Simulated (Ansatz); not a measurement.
MoS$_{2}$:
```xyz
3
Lattice="1.5881 0.9169 6.2238 -1.5881 0.9169 6.2238 0.0000 -1.8338 6.2238" Properties=species:S:1:pos:R:3 pbc="T T T"
Mo     0.0000     0.0000    18.6671
S      0.0000     0.0000     7.7721
S      0.0000     0.0000     4.6677
```

The program Ansatz at the r²SCAN+D4 level (PAW) gives a gap of 1.03 eV without spin–orbit coupling, maximum at T, minimum off the standard path, at k = (0.130, 0.464, -0.201) in fractions of the reciprocal vectors.

### Question
What happens when spin–orbit coupling is switched on?

### Answer
The gap drops by 0.01 eV, to 1.02 eV; maximum at T, minimum off the standard path, at k = (0.148, 0.482, -0.182) in fractions of the reciprocal vectors.

Space group R3m. The r²SCAN+D4 relaxation kept the symmetry of its start. No spin polarisation was allowed.

Potentials: the earlier of the program's two PAW sets.
